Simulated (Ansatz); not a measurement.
One crystal and one scan (energy over volume and axial ratio) at two levels, PBE (plane waves to 420 eV, PAW, scalar-relativistic; Ansatz, an electronic-structure program) and r2SCAN (plane waves to 500 eV, PAW, scalar-relativistic; Ansatz), each from its own relaxed cell and on its own mesh. The cell shown is that of PBE.

Hf (hcp, Mg type)

```
Hf
1.0
    3.20421     0.00000     0.00000
   -1.60210     2.77493     0.00000
    0.00000     0.00000     5.06906
Hf
2
Direct
  0.33333   0.66667   0.75000
  0.66667   0.33333   0.25000
```

Grid over V/V₀ and (c/a)/(c/a)₀, subscript 0 meaning the relaxed cell; the conventional c axis lies along z; no internal relaxation.

The energy includes the smearing's −TS. Hf is run without spin polarisation. Hf was relaxed with its symmetry unable to fall. Spin-orbit coupling is left out, though Hf is heavy. With partly filled bands, the response to shear is sensitive to the k mesh, so small differences along c/a are uncertain. Percentages come from the unrounded values. Both scans cover V/V₀ from 0.960 to 1.040 and (c/a)/(c/a)₀ from 0.880 to 1.120.

| quantity | PBE | r2SCAN | PBE − r2SCAN |
|---|---|---|---|
| Lattice constant a (Å) | 3.204 | 3.198 | +0.006 (+0.2 %) |
| Lattice constant c (Å) | 5.069 | 5.047 | +0.022 (+0.4 %) |
| Relaxed volume (Å³/atom) | 22.54 | 22.35 | +0.19 (+0.8 %) |
| Modulus against c/a change at fixed volume, (3/4V)·∂²E/∂(ln c/a)² (fit, atoms clamped) (GPa) | 62 | 69 | -7 (-10 %) |

PBE gives the higher value for: lattice constant c; relaxed volume. PBE gives the lower value for: modulus against c/a change at fixed volume. They agree on: lattice constant a (within 0.2 %).

(Under strain, the slope of the energy per volume gives the stress and its curvature an elastic modulus.)
